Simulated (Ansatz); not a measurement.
ZrB2:
```
CELL_PARAMETERS angstrom
     -1.74228     1.74228     3.15340
      1.74228    -1.74228     3.15340
      1.74228     1.74228    -3.15340
ATOMIC_POSITIONS crystal
  Zr 0.00000 0.00000 0.00000
  B  0.37741 0.37741 0.00000
  B  0.62259 0.62259 0.00000
```

Relaxed with r²SCAN. Special points in fractions of this cell's reciprocal vectors: Γ (0.000, 0.000, 0.000); X (0.000, 0.000, 0.500); P (0.250, 0.250, 0.250); N (0.000, 0.500, 0.000); M (0.500, 0.500, -0.500); S (0.326, 0.674, -0.326); S0 (-0.326, 0.326, 0.326); R (-0.153, 0.153, 0.500); G (0.500, 0.500, -0.153).

List the band energies nearest the Fermi level at these points for DFT-r²SCAN with spin–orbit coupling in the program Ansatz with PAW potentials.

In eV from the Fermi level; about four levels below and three above (degenerate sets whole), none deeper than 8.9 eV; points with the same levels are listed once.

```json
[
 {"k": "Γ", "below": "-0.24 -0.24 -0.22 -0.22", "above": "0.14 0.14 0.50 0.50"},
 {"k": "X", "below": "-1.96 -1.96 -0.47 -0.47", "above": "2.31 2.31 5.03 5.03"},
 {"k": "P", "below": "-3.29 -3.29 -3.20 -3.20", "above": "0.56 0.56 0.92 0.92"},
 {"k": "N", "below": "-2.55 -2.55 -1.10 -1.10", "above": "2.74 2.74 3.18 3.18"},
 {"k": "M", "below": "-0.67 -0.67 -0.59 -0.59", "above": "0.25 0.25 3.21 3.21"},
 {"k": "S", "below": "-2.25 -2.25 -0.97 -0.97", "above": "3.02 3.02 3.29 3.29"},
 {"k": "R", "below": "-2.32 -2.32 -1.38 -1.38", "above": "0.37 0.37 2.58 2.58"}
]
```

Space group I4/mmm (MoSi2 or CaC2 type). A made-up cell: these elements were put on the sites of a structure type; neither database checked (COD, Materials Project) lists it. It is not the phase usual at ambient conditions (space group No. 191). Symmetry was held in the r²SCAN relaxation; its stability against distortions is not shown here. No spin polarisation was allowed.

Potentials: the later of the program's two PAW sets.
